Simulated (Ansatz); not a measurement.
Fe (diamond): energy against volume

These are results of DFT, BLYP, plane waves (420 eV) with PAW, scalar-relativistic in Ansatz 0.2.0, not measurements. The PAW files were generated under PBE, with cores re-solved for the functional.

The cell is scaled uniformly from the relaxed one, with fractional coordinates and shape fixed. Energies are extrapolated to zero smearing, pressures are those at the given smearing. Magnetic state: spin not included. Spin polarisation is off; a magnetic state may lie lower.

A Birch-Murnaghan fit gives V₀ = 15.07 Å³/atom, B₀ = 139 GPa, B₀′ = 4.5.

(1) What are the energy above the minimum and the pressure at 13.289 Å³/atom?

(2) What are the energy above the minimum and the pressure at 13.893 Å³/atom?

(3) What are the energy above the minimum and the pressure at 14.497 Å³/atom?

## Answers

(1) 114.2 meV/atom and 23.35 GPa as computed.

(2) 45.9 meV/atom and 13.78 GPa as computed.

(3) 10.0 meV/atom and 6.12 GPa as computed.
